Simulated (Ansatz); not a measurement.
**One slab under several functionals: fcc Al (110), 5 layers**

All-electron LAPW in Ansatz 0.2.0, scalar-relativistic, no spin–orbit coupling; no spin polarisation. Each functional has its own bulk lattice constant and relaxed 1×1 slab, with 16 to 20 Å of vacuum and a dipole correction.

```
functional  area (Å²)  γ (J/m²)  Φ (eV)  Δd12 (%)
       LDA      11.22      1.13    4.09      -7.4
    PBEsol      11.40      1.11    4.01      -5.3
       PBE      11.55         ?    3.96      -7.2
```

Fill in "γ (J/m²)" for the row "PBE".

0.96.
